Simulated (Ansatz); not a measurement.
The elements of this relaxed trial crystal are hidden behind letters.

```
lattice vectors (Å)
   3.1762    0.0000    0.0000
   0.0000    3.1762    0.0000
   0.0000    0.0000    8.9784
fractional positions
X 0.5000 0.5000 0.2401
X 0.0000 0.0000 0.5000
X 0.5000 0.5000 0.7599
Z 0.0000 0.0000 0.0000
Q 0.0000 0.0000 0.2462
Q 0.5000 0.5000 0.5000
Q 0.0000 0.0000 0.7538
Q 0.5000 0.5000 0.0000
```

These are results of Ansatz, DFT PBE, scalar-relativistic, plane waves, PAW, not measurements. Cutoff 420 eV, Γ-centred 12×12×4 mesh (8-atom cell), Gaussian smearing of 0.10 eV, no spin polarisation.

| Quantity | Value |
| --- | --- |
| Space group | P4/mmm (No. 123) |
| Conventional cell | a = 3.176 Å, c = 8.978 Å |
| Volume per atom | 11.32 Å³ |
| Density | 11.72 g/cm³ |
| Energy over the elements | −1.65 eV/atom |
| Gap on the 12×12×4 mesh of the 8-atom cell | 0 eV (a metal) |

Energies are uncorrected and count from the elements' standard states at the same level.

Task: X is a d-block element of period 6, Z is a d-block element of period 4 and Q is a p-block element of period 2. Which elements are they?

Result: X = Hf, Z = Ti, Q = N, so the formula is Hf3TiN4. Density times volume gives a mean mass of 11.72 × 11.32/1.6605 = 79.9 u per atom, and this set has 79.9 u. Hf on a site of symmetry 4mm has 6 N at 2.16–2.33 Å, 4 Ti at 3.11 Å and 8 Hf at 3.18–3.24 Å; Ti is surrounded by 6 N at 2.21–2.25 Å and 8 Hf at 3.11 Å; around N on a site of symmetry 4mm lie 1 Ti at 2.21 Å and 5 Hf at 2.25–2.28 Å; 3 more sites not described. Other sets within the hints have nearly the same mass, so mass alone doesn't settle it; this one was computed.

These runs have no spin–orbit coupling, which can matter for Hf. A structure relaxed within its symmetry needn't be a true minimum.
